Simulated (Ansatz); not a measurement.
ZrCuSi:
```cif
data_Cu4Si4Zr4
_chemical_formula_sum 'Zr4 Si4 Cu4'
_space_group_name_H-M_alt 'Pnma'
_space_group_IT_number 62
_space_group_name_Hall '-P 2ac 2n'
_cell_length_a 6.50806
_cell_length_b 3.92393
_cell_length_c 7.24901
_cell_angle_alpha 90.000
_cell_angle_beta 90.000
_cell_angle_gamma 90.000
loop_
_atom_site_label
_atom_site_type_symbol
_atom_site_symmetry_multiplicity
_atom_site_Wyckoff_symbol
_atom_site_fract_x
_atom_site_fract_y
_atom_site_fract_z
_atom_site_occupancy
Zr1 Zr 4 c 0.00814 0.25000 0.80477 1
Si1 Si 4 c 0.28087 0.25000 0.09900 1
Cu1 Cu 4 c 0.17175 0.25000 0.42282 1
```

Relaxed with r²SCAN.

Which orbitals make up the states near the Fermi level in DFT-r²SCAN in the program Ansatz with PAW potentials?

Within 0.5 eV of the Fermi level: Zr 4d 70 %, Si 3p 10 %, Cu 3d 9 %, outside the projected shells 8 %. Projections are on Löwdin-orthogonalised atomic valence shells; empty p or d shells of many metals are not among them.

Tabulate the density of states.

States/eV per cell of 12 atoms, in 0.25 eV bins, energy from the Fermi level.

```csv
E (eV),total,Cu 3d,Zr 4d,Si 3p
-7.85,0.00,0.00,0.00,0.00
-7.60,0.00,0.00,0.00,0.00
-7.35,0.00,0.00,0.00,0.00
-7.10,0.00,0.00,0.00,0.00
-6.85,0.00,0.00,0.00,0.00
-6.60,0.08,0.00,0.02,0.03
-6.35,1.39,0.11,0.27,0.59
-6.10,3.96,0.45,0.73,1.65
-5.85,6.38,1.06,1.12,2.54
-5.60,6.31,1.61,0.98,2.31
-5.35,6.24,2.30,0.80,2.03
-5.10,5.62,2.63,0.62,1.60
-4.85,7.07,4.22,0.68,1.64
-4.60,16.77,11.46,1.38,3.14
-4.35,24.17,18.15,1.57,3.72
-4.10,28.97,24.42,1.36,2.59
-3.85,32.35,29.55,1.17,0.83
-3.60,26.48,23.00,1.43,0.82
-3.35,14.18,10.83,1.18,1.05
-3.10,7.32,4.28,1.07,1.18
-2.85,6.40,2.83,1.19,1.64
-2.60,8.41,2.67,1.92,2.95
-2.35,8.86,2.27,2.41,3.36
-2.10,6.34,1.47,1.96,2.37
-1.85,8.08,1.69,2.66,3.06
-1.60,10.22,2.17,3.07,4.24
-1.35,7.70,1.59,2.91,2.70
-1.10,5.35,1.02,2.44,1.54
-0.85,6.83,1.05,3.83,1.41
-0.60,5.35,0.57,3.61,0.62
-0.35,6.36,0.59,4.54,0.57
-0.10,5.36,0.48,3.77,0.51
0.15,3.95,0.34,2.73,0.38
0.40,4.23,0.36,2.91,0.45
0.65,4.56,0.34,3.30,0.36
0.90,4.19,0.33,3.03,0.35
1.15,3.62,0.25,2.63,0.31
1.40,3.92,0.22,2.87,0.33
1.65,5.60,0.27,4.12,0.45
1.90,7.50,0.32,5.47,0.68
2.15,8.35,0.29,6.09,0.69
2.40,6.29,0.20,4.43,0.74
2.65,6.93,0.18,4.98,0.78
2.90,6.02,0.16,4.20,0.74
3.15,7.91,0.21,5.22,1.01
3.40,9.32,0.24,6.34,1.16
3.65,6.95,0.18,3.79,1.19
3.90,5.00,0.12,2.37,0.85
4.15,8.68,0.18,4.32,1.61
4.40,8.65,0.15,4.48,1.49
4.65,8.06,0.11,4.01,1.40
```

The first step of the workflow began from a Materials Project structure, measured or hypothetical; the Crystallography Open Database copy checked does not list it. Whether it is the stable phase at ambient conditions was not checked. The r²SCAN relaxation kept the symmetry of its start; whether a distortion lowers the energy is not shown. No spin polarisation was allowed. Spin–orbit coupling is left out wherever it is not named.

Potentials: the later of the program's two PAW sets.
